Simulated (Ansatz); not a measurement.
## Ionic part of the dielectric constant of Be5ZnSe6, mode by mode

These are results of DFT PBE, scalar-relativistic, plane waves, PAW in Ansatz 0.2.0, not measurements. Plane waves to 420 eV; Γ-centred k mesh 6×6×4; fixed occupations. No spin polarisation. Phonons by linear response, acoustic sum rule imposed.

Space group P31m (No. 157), trigonal, a = 6.435 Å, c = 6.119 Å. Be on a site of symmetry m is surrounded by 4 Se at 2.25–2.27 Å; Be on a site of symmetry 3 is surrounded by 4 Se at 2.22–2.27 Å; around Zn lie 4 Se at 2.45 Å; Se on a site of symmetry m has 3 Be at 2.22–2.25 Å and 1 Zn at 2.45 Å; around Se on a site of symmetry 3m lie 3 Be at 2.27 Å and 1 Zn at 2.45 Å; Se on a site of symmetry 3 is surrounded by 4 Be at 2.27 Å.

It was reached by relaxing an invented guess, and it needn't be the stable form of this composition.

The primitive cell has V = 219.42 Å³ and ε∞,xx = 6.158. Each polar mode adds Δε = (4.92064×10⁷/V)·S/ν² along x, with S its oscillator strength in e²/amu, ν in cm⁻¹ and V in Å³.

Q: From these modes, find each Δε and ε0,xx.
```csv
ν (cm⁻¹),S_xx (e²/amu)
85.24,0.00245
132.58,0.00959
170.16,0.00283
176.53,0.00074
222.61,0.05423
430.28,0.02799
449.29,0.09663
451.56,0.4915
497.87,0.745
505.19,0.1391
```

A:
| ν (cm⁻¹) | Δε |
| --- | --- |
| 85.24 | 0.08 |
| 132.58 | 0.12 |
| 170.16 | 0.02 |
| 176.53 | 0.01 |
| 222.61 | 0.25 |
| 430.28 | 0.03 |
| 449.29 | 0.11 |
| 451.56 | 0.54 |
| 497.87 | 0.67 |
| 505.19 | 0.12 |

The sum is 1.95, so ε0,xx = 8.11; the run's tensor has 8.11.

Q: Where do the longitudinal modes lie for a wave vector along x?

A: At 85.63, 133.57, 170.38, 176.59, 226.01, 430.72, 449.62, 463.57, 503.91, 541.03 cm⁻¹. The Lyddane–Sachs–Teller product Π(ν_LO/ν_TO)² = 1.32 agrees with ε0/ε∞ = 1.32.
